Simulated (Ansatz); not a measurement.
# Thermal expansion of Au from its phonons

Theory: DFT PBE, scalar-relativistic, plane waves, PAW (Ansatz 0.2.0). Cutoff 420 eV, 20×20×20 k-points (Γ-centred), Fermi-Dirac smearing of 0.15 eV. No spin polarisation. Phonons by linear response, acoustic sum rule imposed.

Equilibrium structure at this level:
```cif
data_structure
_symmetry_space_group_name_H-M 'P 1'
_symmetry_Int_Tables_number 1
_cell_length_a 2.9404
_cell_length_b 2.9404
_cell_length_c 2.9404
_cell_angle_alpha 60.000
_cell_angle_beta 60.000
_cell_angle_gamma 60.000
_cell_volume 17.98
loop_
_atom_site_label
_atom_site_type_symbol
_atom_site_fract_x
_atom_site_fract_y
_atom_site_fract_z
_atom_site_occupancy
Au1 Au 0.00000 0.00000 0.00000 1
```

In a metal, frequencies depend on the k mesh and the smearing, soft modes most. Spin–orbit coupling is left out, which can shift energies with elements as heavy as these.

Phonons on a 2×2×2 q mesh at 0.98, 1 and 1.02 times the equilibrium volume give γ = −d ln ν/d ln V, modes matched by rank. The cell has V = 17.98 Å³ with 1 atom and B = 140 GPa. Points of the mesh (fractions of the reciprocal vectors) with their weights out of 8; the acoustic modes at Γ are left out:

```
               q weight  ν (cm⁻¹)     γ  degeneracy
 0.00 0.00 -0.50       4        53  2.86           2
 0.00 0.00 -0.50       4       137  3.08           1
0.00 -0.50 -0.50       3        77  3.46           2
0.00 -0.50 -0.50       3       134  3.09           1
```

Q: Work out the volume expansion coefficient at 50, 100, 300 and 800 K in Grüneisen's theory.

A: Each mode holds c = k_B x² eˣ/(eˣ − 1)², x = hcν/k_BT (k_B = 0.695 cm⁻¹/K). Weighted over the mesh, C_V = Σ c, γ̄ = Σ cγ/C_V and α_V = γ̄ C_V/(BV):
```
T (K) C_V (k_B a cell)    γ̄  α_V (10⁻⁶/K)
   50              1.61  3.09          27.3
  100              2.27  3.10          38.7
  300              2.58  3.11          44.0
  800              2.62  3.11          44.6
```

The classical limit of C_V is 3n = 3 k_B, less the 3/8 k_B of the three modes left out, which leaves C_V and α_V about 12 % low even at high temperature. All γ are positive, so the crystal expands at every temperature. For a cubic crystal the linear coefficient is a third of α_V. A mesh this coarse misses long acoustic waves, so the low-temperature rows are rough; B and γ are held at their static values, and the electrons' part is left out.

Q: The zero-point energy of the cell, summed on a denser interpolated mesh, is 16.473, 15.489 and 14.534 meV at the three volumes. How far does it expand the lattice at 0 K?

A: P_zp = −dE_zp/dV = 1.939 meV / (0.719 Å³) × 0.16022 GPa Å³/meV = 0.432 GPa, so ΔV/V = P_zp/B = 0.31 %. This share is taken off a measured low-temperature volume before it is compared with a static calculation.

Cost: 6 runs of about 6.7 core-minutes in all, on AMD EPYC 7R43 (Zen 3) (shared hosts).